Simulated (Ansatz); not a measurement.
VN (CsCl type, Pm-3m), DFT-PBE in the program Ansatz with PAW potentials, all energies at zero smearing, with the estimated change up to a 700 eV cutoff added, with one set of potentials and settings (totals compare only within such a set). Cell of 2 atoms (1 V, 1 N): -3297.380 eV.

```csv
element,reference phase,E (eV/atom)
V,"Im-3m, 1 atoms in the cell",-2912.4140
N,"Pa-3, 8 atoms in the cell",-384.0325
```

Formation energy per atom, worked out: (-3297.380 − 1×(-2912.4140) − 1×(-384.0325))/2 = -0.467 eV/atom (-45 kJ per mol of atoms), at 0 K, without zero-point energy or fitted corrections.

The cell is a constructed one: a structure type filled with these elements; neither database checked (COD, Materials Project) lists it. It is not the phase usual at ambient conditions (space group No. 225). The PBE relaxation kept the symmetry of its start; whether a distortion lowers the energy is not shown. The workflow began spin-polarised and lost its moments. The references are the lowest solids computed at this level, not always the standard phases (solids in place of the gases).

Potentials: the later of the program's two PAW sets.
